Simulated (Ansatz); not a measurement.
A 4-atom cell of PbO started from a crystallographic database: an Ansatz output whose functional has been blanked. The cell was relaxed with r2SCAN+rVV10 and then strained (uniaxial -2.37 % along y, other directions held), with the atoms relaxed again with r2SCAN+rVV10; k points keep the names of the unstrained zone.

```
Pb O
1.0
     3.98040    0.00000    0.00000
     0.00000    3.88607    0.00000
     0.00000    0.00000    5.00091
Pb O
2 2
Direct
  0.00000 0.50000 0.23969
  0.50000 0.00000 0.76031
  0.00000 0.00000 0.99484
  0.50000 0.50000 0.00516
```

```
scf.n_extra_bands = 5 over 20 filled bands (N_el = 40.0): the run solves 25 bands
Crystal: 4 atoms, lattice volume = 77.355 Å³
Basis set: ecut = 500 eV, 1971 PW (Γ)
Symmetry: 8 space group operations
Space group: Pmmn (ITA 59)
k-points: 64 of 216
preconditioner: auto → Resta (q_TF=auto, 2.444 Å⁻¹)  ε∞=3.5  [insulator: Δε(μ)=1.418 eV  ℏωp=26.7 eV]
SCF 1 converged in 7 iterations: F = -24978.622251 eV  dr2 = 9.65e-8
SCF converged after 7 iterations
Free energy (F): -24978.622251 eV
Fermi energy:    8.774216 eV
--- Forces (eV/Å), atoms counted from 1 ---
  atom   1  Pb      0.00000      0.00000    -0.01789
  atom   2  Pb      0.00000      0.00000      0.01789
  atom   3  O       0.00000      0.00000    -0.00049
  atom   4  O       0.00000      0.00000      0.00049
--- Stress (GPa, compression-positive) ---
        3.137377       0.000000       0.000000
        0.000000       3.136069       0.000000
        0.000000       0.000000       1.748273
  P = ⅓ Tr σ = 2.6739 GPa (26.739 kbar)
--- Band table (eV; the first three rows and the last of 64) ---
  k-point 0: bands = […, 4.1060, 4.2719, 6.7890, 6.9008, 6.9074, 8.7742, 11.6797, 14.6154, 14.7424, 14.9290, …]
  k-point 1: bands = […, 4.1471, 4.3105, 6.7808, 6.8965, 6.8996, 8.5758, 11.4500, 13.9208, 14.2263, 14.5425, …]
  k-point 2: bands = […, 4.2322, 4.3904, 6.7668, 6.8820, 6.8863, 7.9835, 11.2473, 13.1886, 13.4951, 13.7510, …]
  k-point 63: bands = […, 4.5421, 4.5421, 6.2863, 6.2863, 7.5351, 7.5351, 12.4298, 12.4298, 13.9863, 13.9863, …]
```

Levels at the listed points, from bands.tsv (eV from the Fermi energy, bands near the gap, counted from 0):
```tsv
# k_distance	band_15	band_16	band_17	band_18	band_19	band_20	band_21	band_22	band_23
# fermi_ev = 8.774216
# [0, 0, 0] at k_distance = 0.000000
# [0, 0.5, 0] at k_distance = 0.808424
# [0.5, 0.5, 0] at k_distance = 1.597689
# [0, 0, 0.5] at k_distance = 2.890411
# [0, 0.5, 0.5] at k_distance = 3.698835
# [0.5, 0.5, 0.5] at k_distance = 4.488100
# [0, -0.098958, 0] at k_distance = 5.886465
# levels_relative_to = fermi_ev
0.000	-4.502	-1.985	-1.873	-1.867	0.000	2.906	5.841	5.968	6.155
0.808	-3.558	-3.309	-3.309	-1.892	-1.892	3.643	3.643	7.109	7.109
1.598	-3.780	-1.895	-1.895	-1.238	-1.238	1.371	1.371	5.614	5.614
2.890	-4.325	-2.009	-1.902	-1.894	-1.236	2.476	4.144	4.451	4.564
3.699	-4.046	-3.278	-3.278	-1.215	-1.215	3.389	3.389	6.721	6.721
4.488	-4.232	-2.488	-2.488	-1.239	-1.239	3.656	3.656	5.212	5.212
5.886	-4.490	-2.172	-1.947	-1.939	0.001	3.181	5.260	5.902	6.274
```
In order the rows are Γ, X, M, Z, R, A, Γ–X (0.20).

Problem. Which functional gave these numbers?
A. DDH-PBE0
B. LDA
C. PBE
D. r2SCAN

Solution. D. r2SCAN. The cutoff of 500 eV is the one that these potentials recommend for a meta-GGA. There is no exchange loop, so no exact exchange. The r2SCAN gap is indirect, 1.37 eV (Γ–X (0.20 of the way from Γ) to M), below the direct gap of 2.61 eV at M. The log narrows the family; the member has to be judged from the numbers.

Command: `ansatz run input.yaml --threads 4 --pin off --max-ram 5529MiB --backend cpu --events-out ev --progress --plain --runs-dir out`. Wall time 10 s on 4 threads of Arm Neoverse N1 (shared host), load about 0.8 per core; peak host memory 0.59 GiB.

Calculated for a static, non-magnetic cell.

Spin-orbit coupling is left out; in compounds of Pb, Bi, Tl or Hg it can lower a gap by up to about 1 eV, split its edges or invert the bands.
